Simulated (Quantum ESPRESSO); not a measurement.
```cif
data_CoCs2F6K
_chemical_formula_sum 'F6 K1 Co1 Cs2'
_space_group_name_H-M_alt 'P 1'
_space_group_IT_number 1
_cell_length_a 6.39044
_cell_length_b 6.39044
_cell_length_c 6.39044
_cell_angle_alpha 60.000
_cell_angle_beta 60.000
_cell_angle_gamma 60.000
loop_
_space_group_symop_operation_xyz
  'x, y, z'
loop_
_atom_site_label
_atom_site_type_symbol
_atom_site_fract_x
_atom_site_fract_y
_atom_site_fract_z
_atom_site_occupancy
F1 F 0.20900 0.79100 0.20900 1
F2 F 0.79100 0.20900 0.79100 1
F3 F 0.20900 0.79100 0.79100 1
F4 F 0.79100 0.20900 0.20900 1
F5 F 0.20900 0.20900 0.79100 1
F6 F 0.79100 0.79100 0.20900 1
K1 K 0.50000 0.50000 0.50000 1
Co1 Co 0.00000 0.00000 0.00000 1
Cs1 Cs 0.25000 0.25000 0.25000 1
Cs2 Cs 0.75000 0.75000 0.75000 1
```

The geometry is that of Materials Project entry mp-540729, symmetrised and not relaxed again.

### Question
What does LDA (pw.x of Quantum ESPRESSO, ONCV potentials, no spin-orbit coupling) give for the electronic structure near the Fermi level?

### Answer
The LDA gap is direct, 0.97 eV at X. Another valence extremum on the path lies within 0.02 eV, too close to call. The 3d shell has no Hubbard U; the runs are without spin polarisation, and magnetic order was not tried.

The structure is a Materials Project entry; no match was found in the copy of COD used, and its stability was not checked.
